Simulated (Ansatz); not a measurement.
Re:
```yaml
crystal:
  lattice:
    - [-1.54806, 1.54806, 1.54806]
    - [1.54806, -1.54806, 1.54806]
    - [1.54806, 1.54806, -1.54806]
  atoms:
    - { symbol: Re, position: [0.00000, 0.00000, 0.00000] }
```

Relaxed with r²SCAN. Special points in fractions of this cell's reciprocal vectors: Γ (0.000, 0.000, 0.000); H (0.500, -0.500, 0.500); N (0.000, 0.000, 0.500); P (0.250, 0.250, 0.250).

Q: List the band energies nearest the Fermi level at these points for the program Ansatz at the r²SCAN level (PAW).

A: In eV from the Fermi level; about four levels below and three above (degenerate sets whole), none deeper than 8.9 eV; … stands for higher levels left out; points with the same levels are listed once.

```tsv
k	below	above
Γ	-2.90 -2.90 -2.90	0.91 0.91 …
H	-7.39 -7.39	3.56 3.56 3.56
N	-7.88 -5.27 -0.25	0.74 1.70 4.52
P	-4.54 -4.54 -4.54	1.86 1.86 6.48
```

Space group Im-3m (bcc (W type)). The start of the workflow was typed in or built on a structure type; the Crystallography Open Database copy checked does not list it. It is not the phase usual at ambient conditions (space group No. 194). The cell was relaxed with r²SCAN under the symmetry of its start; whether a distortion lowers the energy is not shown. The run is not spin-polarised. Scalar-relativistic: spin–orbit coupling is off unless named, which matters more the heavier the elements.

Potentials: the earlier of the program's two PAW sets.
